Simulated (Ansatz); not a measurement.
Values for one crystal, relaxed and computed with DFT-r²SCAN in the program Ansatz with PAW potentials; other levels are named.

- Volume per atom = 22.19 Å³
- Electronic character = metallic (no gap)
- Formation energy from the elements (no fitted shifts) = -0.97 eV/atom
- Density of states at the Fermi level = 0.67 states/eV per atom (mean over ±0.08 eV)

Question: Which of these materials gives this?
A) TiTeSe, P3m1 (Ti on 1a, Te on 1c, Se on 1b)
B) GaN, P-6m2 (Ga on 1a, N on 1f)
C) Nb4GaSe8, F-43m (Nb on 16e, Ga on 4c, Se on 16e, Se on 16e)
D) ZrGeSe, P4/nmm (Zr on 2c, Ge on 2a, Se on 2c)

Answer: C, Nb4GaSe8, F-43m (Nb on 16e, Ga on 4c, Se on 16e, Se on 16e)

The workflow started from a Materials Project entry (that database holds measured and hypothetical structures alike); the Crystallography Open Database files this formula in space group No. 216, but the cells were not matched. Whether it is the stable phase at ambient conditions was not checked. The cell was relaxed with r²SCAN under the symmetry of its start; its stability against distortions is not shown here. The run is not spin-polarised. With an odd number of electrons in the cell and no spin polarisation, the count alone makes it a metal. The references are the lowest solids computed at this level, not always the standard phases. Spin–orbit coupling is left out wherever it is not named.

Potentials: the earlier of the program's two PAW sets.
